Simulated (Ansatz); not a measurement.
# Guessed and relaxed cells of ZrNb₂C₃

Recipe of this trial structure of ZrNb₂C₃: random cell by space group and Wyckoff sites (P4/mmm, No. 123). Its size is a rough estimate.

start.cif

```cif
data_structure
_symmetry_space_group_name_H-M 'P4/mmm'
_symmetry_Int_Tables_number 123
_cell_length_a 4.4120
_cell_length_b 4.4120
_cell_length_c 5.2937
_cell_angle_alpha 90.000
_cell_angle_beta 90.000
_cell_angle_gamma 90.000
_cell_volume 103.05
loop_
_atom_site_label
_atom_site_type_symbol
_atom_site_symmetry_multiplicity
_atom_site_Wyckoff_symbol
_atom_site_fract_x
_atom_site_fract_y
_atom_site_fract_z
_atom_site_occupancy
Zr1 Zr 1 c 0.50000 0.50000 0.00000 1
Nb1 Nb 2 f 0.00000 0.50000 0.00000 1
C1 C 2 g 0.00000 0.00000 0.23777 1
C2 C 1 b 0.00000 0.00000 0.50000 1
```

The calculation used DFT PBE, scalar-relativistic, plane waves, PAW (Ansatz 0.2.0). Cutoff 420 eV, Gaussian smearing, Γ-centred meshes. Cell and atoms relax first on a coarse mesh and then on a finer one. In between, the cell is made exact in the group found at 0.06 Å. In metals the finer mesh still leaves noise of several meV/atom or more. The steps can't lower the symmetry of their start. No spin polarisation in the relaxation; trial moments died out in a coarse test.

end.cif

```cif
data_structure
_symmetry_space_group_name_H-M 'P4/mmm'
_symmetry_Int_Tables_number 123
_cell_length_a 4.7074
_cell_length_b 4.7074
_cell_length_c 5.1371
_cell_angle_alpha 90.000
_cell_angle_beta 90.000
_cell_angle_gamma 90.000
_cell_volume 113.83
loop_
_atom_site_label
_atom_site_type_symbol
_atom_site_symmetry_multiplicity
_atom_site_Wyckoff_symbol
_atom_site_fract_x
_atom_site_fract_y
_atom_site_fract_z
_atom_site_occupancy
Zr1 Zr 1 c 0.50000 0.50000 0.00000 1
Nb1 Nb 2 f 0.00000 0.50000 0.00000 1
C1 C 2 g 0.00000 0.00000 0.24257 1
C2 C 1 b 0.00000 0.00000 0.50000 1
```

The symmetry stays P4/mmm (No. 123). The volume per atom grows by 10.5 %, from 17.2 to 19.0 Å³. The shortest distance goes from 1.39 Å (C–C) to 1.32 Å (C–C). The energy falls by about 0.22 eV/atom (the start's value is from the coarse mesh).

| Quantity | Value |
| --- | --- |
| Volume per atom | 18.97 Å³ |
| Density | 4.57 g/cm³ |
| Energy over the elements | +1.80 eV/atom |
| Gap on the 8×8×8 mesh of the 6-atom cell | 0 eV (a metal) |

Energies over the elements count from the elements' standard structures at the same level, with no fitted energy shifts. The separate elements lie lower, so it is unstable against them.

The last run used Gaussian smearing of 0.10 eV. The reference form of C is held partly by dispersion forces, which this level lacks. Symmetry constrained the relaxation, so the result can be a saddle point. In all, the 3 runs took 2.3 min on 1 thread of Intel(R) Xeon(R) Processor @ 2.70GHz (shared host). Another cell of ZrNb2C3 relaxed alike, in P-3m1, lies 2.46 eV/atom lower, so this cell isn't the stable form at this level.
